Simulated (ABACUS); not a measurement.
Set-up for a self-consistent single point of Al2Cu (I4/mcm, 12 atoms in the cell; from Materials Project mp-998, changed as shown).

```
CELL_PARAMETERS angstrom
      5.87784     0.00000     0.00000
      0.00000     5.87784     0.00000
      0.00000     0.00000     4.68976
ATOMIC_POSITIONS crystal
  Al 0.15861 0.34139 0.00000
  Al 0.84139 0.65861 0.00000
  Al 0.15861 0.65861 0.50000
  Al 0.84139 0.34139 0.50000
  Al 0.65861 0.84139 0.50000
  Al 0.34139 0.15861 0.50000
  Al 0.65861 0.15861 0.00000
  Al 0.34139 0.84139 0.00000
  Cu 0.00000 0.00000 0.75000
  Cu 0.00000 0.00000 0.25000
  Cu 0.50000 0.50000 0.25000
  Cu 0.50000 0.50000 0.75000
```

All values come from this method and carry its errors: PBE, numerical atomic orbitals SZP (confined pseudo-atomic orbitals with Gaussian additions; energy shift 0.01 Ry), PseudoDojo 0.5 standard norm-conserving PBE (tails mended) pseudopotentials (ABACUS 3.10.1).

ABACUS settings:

| key | value |
|---|---|
| basis | SZP numerical atomic orbitals, energy shift 0.01 Ry |
| KPT | Gamma 4 4 6 0 0 0 |
| basis_type | lcao |
| dft_functional | PBE |
| ecutwfc | 100 Ry |
| smearing_method | fd |
| smearing_sigma | 0.00367493 Ry |
| potentials | PseudoDojo 0.5 standard norm-conserving PBE (tails mended) |
| symmetry | 1 |
| ks_solver | scalapack_gvx |
| scf_nmax | 100 |
| scf_thr | 1.0e-07 |
| mixing_type | pulay |
| mixing_beta | 0.4 |

Results:

Number of valence electrons: 100
Number of bands: 61
Number of k-points after the program's reduction: 24
Size of the basis: 152
Number of SCF iterations: 12
Free energy E − TS: -21139.3764 eV
Fermi level (on the code's own zero): 11.95 eV
Pressure: 20.19 GPa
Largest force (vector length): 0.112 eV/Å

Forces (eV/Å):
```json
[
 {"atom": "Al1", "Fx": "-0.079", "Fy": "0.079", "Fz": "0.000"},
 {"atom": "Al2", "Fx": "0.079", "Fy": "-0.079", "Fz": "0.000"},
 {"atom": "Al3", "Fx": "-0.079", "Fy": "-0.079", "Fz": "0.000"},
 {"atom": "Al4", "Fx": "0.079", "Fy": "0.079", "Fz": "0.000"},
 {"atom": "Al5", "Fx": "-0.079", "Fy": "0.079", "Fz": "0.000"},
 {"atom": "Al6", "Fx": "0.079", "Fy": "-0.079", "Fz": "0.000"},
 {"atom": "Al7", "Fx": "-0.079", "Fy": "-0.079", "Fz": "0.000"},
 {"atom": "Al8", "Fx": "0.079", "Fy": "0.079", "Fz": "0.000"},
 {"atom": "Cu9", "Fx": "0.000", "Fy": "0.000", "Fz": "0.000"},
 {"atom": "Cu10", "Fx": "0.000", "Fy": "0.000", "Fz": "0.000"},
 {"atom": "Cu11", "Fx": "0.000", "Fy": "0.000", "Fz": "0.000"},
 {"atom": "Cu12", "Fx": "0.000", "Fy": "0.000", "Fz": "0.000"}
]
```

Stress (GPa, positive for compression):
```
18.81   0.00   0.00
 0.00  18.81   0.00
 0.00   0.00  22.95
```

For comparison: a first run was changed to give this one (lattice scaled by 0.98), and from it to this one the free energy rises by 80.0 meV/atom and the pressure goes from 10.66 to 20.19 GPa.

The atom-centred basis is finite, which shifts total energies, pressures and forces against plane waves. A single-zeta basis is rough, for pressures and forces above all. The structure comes from a collection of computed structures, made at another level of theory; the collection holds predicted forms beside known ones. No clean gap shows at this smearing width and mesh (spacing up to 0.27 Å⁻¹); the mesh is coarse for partly filled bands, so the values carry mesh errors. At this pressure the cell is far from its equilibrium volume at this level.

Cost on one core: about 40 core-seconds (a rough figure).

The atomic orbitals were generated for these runs; they are not ABACUS's published sets and were checked against plane waves on a few crystals only.

“Tails mended”: in these copies of the files the far tail of each local potential was reset to the Coulomb form.
